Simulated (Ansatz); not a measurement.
SnO:
```
SnO
1.0
    1.66175     0.95941     3.91389
   -1.66175     0.95941     3.91389
    0.00000    -1.91883     3.91389
Sn O
1 1
Direct
  0.21152   0.21152   0.21152
  0.78848   0.78848   0.78848
```

Relaxed with PBEsol. PBEsol in the plane-wave PAW code Ansatz gives a gap of 0.30 eV.

### Question
What gap does HSE06 give on the same cell (Ansatz, PAW)?

### Answer
0.84 eV, 0.54 eV more. The hybrid was solved on a coarser mesh and at special points; its gap is the smallest among all of these.

```json
[
 {"k": "Γ", "v1 PBEsol": "-2.92", "c1 PBEsol": "3.32", "v1 HSE06": "…", "c1 HSE06": "…"},
 {"k": "T", "v1 PBEsol": "-0.87", "c1 PBEsol": "0.94", "v1 HSE06": "…", "c1 HSE06": "…"},
 {"k": "L", "v1 PBEsol": "0.00", "c1 PBEsol": "0.30", "v1 HSE06": "0.00", "c1 HSE06": "0.84"},
 {"k": "F", "v1 PBEsol": "-1.83", "c1 PBEsol": "2.20", "v1 HSE06": "-1.97", "c1 HSE06": "2.88"},
 {"k": "S0", "v1 PBEsol": "-0.75", "c1 PBEsol": "2.36", "v1 HSE06": "…", "c1 HSE06": "…"},
 {"k": "H0", "v1 PBEsol": "-0.70", "c1 PBEsol": "2.49", "v1 HSE06": "…", "c1 HSE06": "…"}
]
```

### Question
Top valence (v1) and lowest conduction level (c1) in eV from each method's valence maximum (which need not be a listed point): supply the withheld HSE06 values.

### Answer

- S0, v1 HSE06: -0.75
- S0, c1 HSE06: 3.06
- T, v1 HSE06: -1.01
- T, c1 HSE06: 1.56
- H0, v1 HSE06: -0.75
- H0, c1 HSE06: 3.22
- Γ, v1 HSE06: -3.55
- Γ, c1 HSE06: 4.31

Cost on shared cores: the PBEsol run (SCF on a 10×10×10 mesh, then bands and DOS) about 40 core-seconds (a rough figure), the HSE06 run (SCF on 7×7×7, then a few points) very roughly 3 core-minutes; the tasks are unlike.

Space group R3m. The cell is a constructed one: a structure type filled with these elements; neither database checked (COD, Materials Project) lists it. It is not the phase usual at ambient conditions (space group No. 129). The PBEsol relaxation kept the symmetry of its start; of distortions, only those at the zone centre were tested. Spin–orbit coupling is left out wherever it is not named.

Potentials: the later of the program's two PAW sets.
